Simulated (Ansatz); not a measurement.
# Calculated electric field gradients for SrC₂N₂O₂

The cell is a measured structure from the Crystallography Open Database (COD), ions relaxed with PBE at fixed cell.

Space group R3c:H (No. 161); a = 11.8620, c = 12.6980 Å, γ = 120.00°.

```csv
site,Wyckoff,site symmetry,x,y,z
Sr,18b,1,0.0050,0.6483,0.6206
C7,18b,1,0.9773,0.8785,0.7627
C13,18b,1,0.9571,0.8726,0.5028
N19,18b,1,0.0449,0.1317,0.5044
N25,18b,1,0.1020,0.9762,0.7617
O31,18b,1,0.9121,0.7485,0.4970
O37,18b,1,0.5748,0.8599,0.4341
```

One atom of each set is listed; the run and its k-mesh use a cell of 42 atoms with edges of 8.05, 8.05, 8.05 Å.

Level of theory: DFT, r2SCAN, plane waves and PAW, scalar-relativistic, 500 eV cutoff, Γ-centred 3×3×3 k-points, Fermi–Dirac smearing 0.02 eV (Ansatz 0.2.0).

V_zz is the principal component of the electric field gradient with the largest magnitude, η = (V_xx − V_yy)/V_zz and C_Q = eQV_zz/h.

Sr-87: I = 9/2, Q = 305.0 mb; 14N: I = 1, Q = 20.44 mb; 17O: I = 5/2, Q = -25.58 mb. Q values from Pyykkö, Mol. Phys. 116, 1328 (2018).

**Question.** What field gradients does the calculation give at each kind of site?

**Answer.** 

```
site  atoms                                                 first shell  V_zz (10²¹ V/m²)     η  C_Q (MHz)
  Sr      6  5 O at 2.53–2.79 Å, 2 N at 2.58–2.59 Å; also 1 O at 3.09 Å             -8.14  0.54      -60.0
  C7      6                                1 O at 1.30 Å, 2 N at 1.35 Å              3.04  0.18          –
 C13      6                           1 O at 1.29 Å, 2 N at 1.35–1.36 Å              3.05  0.12          –
 N19      6         2 C at 1.35–1.36 Å, angle 117°; also 1 Sr at 2.58 Å              5.44  0.94       2.69
 N25      6              2 C at 1.35 Å, angle 117°; also 1 Sr at 2.59 Å             -5.47  0.97      -2.71
 O31      6                     1 C at 1.29 Å; also 3 Sr at 2.53–3.09 Å             12.20  1.00      -7.55
 O37      6                     1 C at 1.30 Å; also 3 Sr at 2.53–2.79 Å             12.25  0.90      -7.57
```

At C7 and C13 V_zz stands upright on the plane through its three neighbours (within 2°) in each case.

C has no stable isotope with a ground-state quadrupole moment in the table, so no C_Q is given.

The largest force is 0.5 eV/Å, so the atoms aren't at the calculated equilibrium and relaxing them would move these values. Without spin–orbit coupling (the program notes it for Sr) the gradients are little affected as a rule: paired runs on crystals with a gap mostly move them by under 2 % at such atoms. Where η is near 1 the sign of V_zz means little.

The run took 2.2 min of wall time (2.1 min of CPU time) and 1.8 GiB at its peak, on 1 thread of Intel Xeon Platinum 8375C CPU @ 2.90GHz (Ice Lake) (x86_64; 16 cores open to the job, memory cap 3.0 GiB, no GPU), a shared host with a load of 0.6 a core.
